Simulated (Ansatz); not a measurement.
The cell comes from COD entry 1534932, which wasn't checked; take it as a given geometry. The listed cell was then made from it by scaling, straining or moving an atom.

Ta: DFT, PBEsol, all-electron LAPW, scalar-relativistic (Ansatz 0.2.0). What sets it apart from a plain run of this crystal: zz strain of -2 %.

Command: `ansatz run input.yaml --threads 1 --pin off --max-ram 3072MiB --backend cpu --events-out ev --progress --plain --runs-dir out` The run took 33 s on 1 thread of Intel(R) Xeon(R) Platinum 8488C (Sapphire Rapids), on a shared host, peak memory 0.63 GiB.

```yaml
crystal:
  lattice:
    - [0.0, 2.11, 2.0678]
    - [2.11, 0.0, 2.0678]
    - [2.11, 2.11, 0.0]
  atoms:
    - { symbol: Ta, position: [0.0, 0.0, 0.0] }
kpoints:
  mp_grid: { grid: [17, 17, 17] }
  band_path:
    path:
      - [0.0, 0.0, 0.0]
      - [0.0, 0.5, 0.5]
      - [0.25, 0.75, 0.5]
      - [0.0, 0.5, 0.0]
      - [0.0, 0.0, 0.0]
      - [0.5, 0.5, 0.0]
      - [0.3801541025, 0.6198458975, 0.0]
      - [-0.3801541025, 0.3801541025, 0.0]
      - [0.0, 0.0, 0.0]
    npoints: 5
scf:
  occupations: { method: fermi_dirac, width: 0.05 }
hamiltonian:
  xc: pbesol
  pseudopotentials: { kind: all_electron, lapw: { basis_error: 0.001 } }
output:
  forces: true
  stress: true
  eigenvalues: true
```

Output:

```
LAPW: plane waves up to 7.944 Å⁻¹, error target 1.0e-3 eV per atom; small_component_spin mean_spin; Ta in spheres of 1.477 Å, 37 of its electrons in bands, Dirac shells []
Engine: ansatz 0.2.0
Pseudopotentials: kind: all_electron
Pseudopotential: Ta, LAPW, valence charge 37, Koelling and Harmon's equation, gaussian nucleus
Functional definition: PBEsol
  exchange = pbesol_x
  correlation = pbesol_c
Crystal: 1 atoms, lattice volume = 18.412 Å³
Basis set: ecut = 240.41276061565026 eV, 169 PW (Γ), FFT grids on a1, a2, −a2+a3, exchange–correlation at level 2
Bands: 23, of which v1, the nominal top of the filled ones, is band 19 counted from 1 (18 counted from 0)
Symmetry: 16 space group operations
Space group: I4/mmm (ITA 139), of the structure as read, at distance tolerance 2.6e-5 Å
k-points: 405 of 4913
Non-local potential: Ta, projectors of the file, none
Initial density: superposition of atomic densities (chi_scale 0.1, normalization cell)
Initial wavefunctions: plane waves of lowest kinetic energy (no species holds an atomic orbital)
Functional: x = pbesol(κ = 0.804, μ = 0.12345679012345678), c = pbesol(β = 0.046)
iter 1 solved again at ethr=2.21e-4 eV; its pass at ethr=1.00e-1 eV (dr2=8.16e-2 eV) is discarded
SCF iter   1: F=—  HF=-424443.292534 eV  |F-HF|=—  |Δ(HF+E_count)|=         —  Δρ=2.75e-2  dr2=8.22e-2  ethr=2.21e-4  ⟨swp⟩=3.0  Hψ=58995  notcnv=0
preconditioner: auto → Kerker (q_TF=auto, 3.065 Å⁻¹)  [metal: Δε(μ)=0.004 eV  Ē_g=24.287 eV  σ=0.050 eV  W_gap=0.02  n_scr=14 (ndim 8)  ℏωp=43.3 eV  f_vac=0.000  D(μ)=1.08/eV (n_scr^D=14)]
SCF iter   2: F=—  HF=-424443.139344 eV  |F-HF|=—  |Δ(HF+E_count)|=   1.53e-1  Δρ=1.46e-2  dr2=2.71e-2  ethr=2.21e-4  ⟨swp⟩=2.0  Hψ=29167  notcnv=0
SCF iter   3: F=—  HF=-424443.123193 eV  |F-HF|=—  |Δ(HF+E_count)|=   1.62e-2  Δρ=9.62e-3  dr2=1.30e-2  ethr=7.32e-5  ⟨swp⟩=2.0  Hψ=27437  notcnv=0
SCF iter   4: F=—  HF=-424443.117910 eV  |F-HF|=—  |Δ(HF+E_count)|=         —  Δρ=5.24e-3  dr2=4.50e-3  ethr=3.53e-5  ⟨swp⟩=2.0  Hψ=27439  notcnv=0
the basis was enlarged: its passes take 269.4 KiB over the memory plan, 1 of 1 planned eigensolver slots
iter 5 solved again at ethr=1.04e-6 eV; its pass at ethr=1.21e-5 eV (dr2=3.85e-4 eV) is discarded
SCF iter   5: F=—  HF=-424443.118044 eV  |F-HF|=—  |Δ(HF+E_count)|=   1.34e-4  Δρ=1.35e-3  dr2=3.84e-4  ethr=1.04e-6  ⟨swp⟩=2.0  Hψ=46062  notcnv=0
SCF iter   6: F=—  HF=-424443.118079 eV  |F-HF|=—  |Δ(HF+E_count)|=   3.50e-5  Δρ=3.77e-4  dr2=2.46e-5  ethr=1.04e-6  ⟨swp⟩=2.0  Hψ=27437  notcnv=0
SCF iter   7: F=—  HF=-424443.118077 eV  |F-HF|=—  |Δ(HF+E_count)|=   1.79e-6  Δρ=8.83e-5  dr2=1.55e-6  ethr=6.65e-8  ⟨swp⟩=2.0  Hψ=27437  notcnv=0
SCF iter   8: F=-424443.118077 eV  HF=-424443.118077 eV  |F-HF|=3.10e-8  |Δ(HF+E_count)|=   3.44e-7  Δρ=1.99e-5  dr2=6.96e-8  ethr=4.19e-9  ⟨swp⟩=2.0  Hψ=27437  notcnv=0
SCF 1 converged in 8 iterations: F = -424443.118077 eV  dr2 = 6.96e-8
NSCF: frozen V_eff on 41 k-points
SCF converged after 8 iterations
Free energy (F): -424443.118077 eV
Harris-Foulkes:  -424443.118077 eV  (|F-HF|=3.10e-8)
Internal energy: -424443.108659 eV  (E = F + TS)
E sigma→0 (E₀):  -424443.113368 eV
Entropy (-TS):   -0.009418 eV (-9.418 meV/atom)
Fermi energy:    24.416324 eV
--- Per-component energies (eV) ---
  E_band       = -1878.390457
  E_kinetic    = 473752.438628
  E_xc         = -8496.177678
  E_electrostatic = -889699.369608  (all electrons and nuclei)
  E_smearing   = -0.009418  (= −TS)
  E_closure    = 0.000000  (closes the sum)
  E_atoms      = -424432.909506  (free atoms, spherical and without spin; not in F)
  Σ components = -424443.118077   (vs F -424443.118077, Δ=0.00e0)
  Basis errors (estimates in eV, not in F): energy 2.2e-4 per atom: plane waves 1.8e-4 (9.4e-5 summed), levels above the bands 2.7e-96, relativity 3.9e-8, radial functions 3.7e-5, core shells 5.1e-7; eigenvalues (radial functions only) 3.1e-6; not estimated: angular momenta, meshes, grids; target (lapw.basis_error) 1.0e-3; muffin-tin radii Ta 1.477 Å
--- Forces (eV/Å), atoms counted from 1 ---
  atom   1  Ta     0.00000000     0.00000000     0.00000000
  max |Σ_I F_I| component: 1.48e-31 eV/Å
--- Stress (GPa, compression-positive) ---
       -1.362184       0.000000       0.000000
        0.000000      -1.362184       0.000000
        0.000000       0.000000      -4.343574
  P = ⅓ Tr σ = -2.3560 GPa (-23.560 kbar)
--- Band table (eV; the first three rows and the last of 405) ---
  k-point 0: bands = ["-191.7830", "-191.7767", "-191.7599", "-191.7599", "-191.7596", "-43.0854", "-9.0614", "-9.0614", "-9.0612", "5.1373", "5.1388", "5.1388", "5.1391", "5.2022", "5.2022", "5.2072", "16.2108", "24.7575", "24.7575", "25.0200", "27.7235", "28.0943", "36.6264"]
  k-point 1: bands = ["-191.7830", "-191.7767", "-191.7599", "-191.7599", "-191.7596", "-43.0821", "-9.1011", "-9.0670", "-9.0657", "5.1374", "5.1393", "5.1399", "5.1407", "5.2003", "5.2014", "5.2060", "16.3533", "24.6791", "24.8254", "25.0433", "27.6613", "28.0193", "36.9224"]
  k-point 2: bands = ["-191.7830", "-191.7767", "-191.7599", "-191.7599", "-191.7596", "-43.0728", "-9.2136", "-9.0828", "-9.0785", "5.1361", "5.1421", "5.1429", "5.1456", "5.1949", "5.1971", "5.2049", "16.7646", "24.3934", "24.9955", "25.1912", "27.5333", "27.8498", "37.6899"]
  k-point 404: bands = ["-191.7830", "-191.7767", "-191.7599", "-191.7599", "-191.7596", "-42.9511", "-10.0788", "-9.4958", "-9.4751", "5.1424", "5.1571", "5.1595", "5.1609", "5.1701", "5.1711", "5.2017", "20.0034", "21.0089", "27.3785", "30.0392", "30.9880", "31.4428", "34.7600"]
```
